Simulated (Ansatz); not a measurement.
## TlPd3: all-electron results

```
Tl Pd
1.0
    -2.07300    2.07300    3.74850
     2.07300   -2.07300    3.74850
     2.07300    2.07300   -3.74850
Tl Pd
1 3
Direct
  0.00000 0.00000 0.00000
  0.75000 0.25000 0.50000
  0.25000 0.75000 0.50000
  0.50000 0.50000 0.00000
```

Atom numbers follow the list: Tl1, Pd2, Pd3, Pd4.

The cell is COD entry 1522856, as deposited and not checked against the literature; nothing was relaxed.

Spin polarisation is left out, and whether a magnetic state lies lower isn't shown here.

No spin–orbit coupling, which matters for the heavy atoms here.

Levels of theory: DFT, PBEsol, all-electron LAPW, scalar-relativistic (Ansatz 0.2.0); DFT, PBEsol, PAW with Ansatz's default frozen-core files, scalar-relativistic (Ansatz 0.2.0).

For LAPW: a Γ-centred 12×12×12 k mesh, Fermi–Dirac smearing of 0.08 eV, basis error target 1 meV/atom, no spin polarisation. PAW takes a cutoff of 420 eV at this cell (files made with PBE, cores remade for this functional). The Ansatz runs share mesh, smearing and spin set-up. Values come from LAPW unless marked.

```
Density of states at the Fermi level (0.2 eV bin)                                                                      : 1.58 states/eV per cell
Löwdin charges (with 0.34 e of the cell spilling out of the atomic basis, so their sizes and signs hang on that basis) : Tl1 -1.48, Pd2 0.60, Pd4 0.61 e
Bader charges (from the PAW run)                                                                                       : Tl1 +0.43, Pd2 -0.14, Pd4 -0.14 e
Pressure at this cell                                                                                                  : -0.07 GPa
Volume per atom                                                                                                        : 108.7 bohr³
```

Question: Predict this quantity. Stress xx, yy, zz (compression positive).

Answer: -0.18, -0.18, 0.16 GPa.

Question: Give the computed value. Band gap.

Answer: none: with an odd electron count and no spin polarisation the bands can't all be full, a metal in this set-up (in compounds, spin order or a distortion in a larger cell can open a gap).
